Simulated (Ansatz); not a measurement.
## Data sheet: AlGaP$_{2}$ (DFT)

AlGaP2:
```
CELL_PARAMETERS angstrom
      3.85974     0.00000     0.00000
      0.00000     3.85974     0.00000
      0.00000     0.00000     5.45068
ATOMIC_POSITIONS crystal
  Al 0.50000 0.50000 0.50000
  Ga 0.00000 0.00000 0.00000
  P  0.00000 0.50000 0.24971
  P  0.50000 0.00000 0.75029
```

Space group P-4m2 (No. 115); conventional cell a = b = 3.860 Å, c = 5.451 Å, α = β = γ = 90.00°.

Method: DFT-PBEsol in the program Ansatz with PAW potentials. Structure relaxed to zero pressure with the same functional. Other levels are named where they apply.

### Cell and energy

Volume per atom: 20.30 Å³
Density: 3.24 g/cm³
Formation energy from the elements (no fitted shifts): -0.49 eV/atom

### Electronic structure

* **Band gap**: 1.46 eV (indirect)
* **Valence-band maximum**: at Γ
* **Conduction-band minimum**: on the M–Γ line, 7 % of the way from M (4 equivalent valleys)
* **Smallest direct gap on the standard path**: 1.54 eV
* **Electron effective mass**: 0.28, 0.29, 0.80 mₑ (principal values)
* **Hole effective mass, band 1 of 2 at the edge**: 3.9 along x, 0.45 along z (mₑ)
* **Hole effective mass, band 2 of 2 at the edge**: 0.11 along x, 0.45 along z (mₑ)
* **HSE06 gap on the PBEsol cell**: 2.27 eV
* **Gap with spin–orbit coupling**: 1.44 eV

### Mechanics

- Bulk modulus (Birch–Murnaghan fit) = 858 kbar
- Pressure derivative B′ = 4.3
- Elastic constants (relaxed ions, GPa) = C11 = 161, C12 = 33.8, C13 = 63.3, C33 = 131, C44 = 62.6, C66 = 33.7
- Mechanical stability = stable (all eigenvalues of C positive)
- Hill bulk and shear moduli = 85.9 and 49.0 GPa
- Young's modulus = 124 GPa
- Poisson's ratio = 0.26
- Debye temperature from the elastic constants = 471 K
- Piezoelectric stress constants (proper, relaxed ions, C/m²) = e15 = 0.05, e24 = -0.05, e31 = 0.04, e32 = -0.04

### Dielectric response

Electronic dielectric constant ε∞ (DFPT): 9.45 (xx = yy), 9.45 (zz)
Born charges (a third of the trace): Al +2.17, Ga +2.19, P -2.18 e
Largest static χ(2) component: 76 pm/V

### Charges

* **Bader charges**: Al +2.08, Ga +0.80, P -1.44 e

The first step of the workflow began from a Materials Project structure, measured or hypothetical; the Crystallography Open Database copy checked does not list it. With Al and Ga taken as one species the cell has the higher symmetry F-43m, so it may be an ordered model of a mixed-site phase. Whether it is the stable phase at ambient conditions was not checked. The PBEsol relaxation kept the symmetry of its start; its stability against distortions is not shown here. Signs of piezoelectric constants follow the polarity of the cell as given. The references are the lowest solids computed at this level, not always the standard phases. Spin–orbit coupling is left out wherever it is not named.

Potentials: the later of the program's two PAW sets.
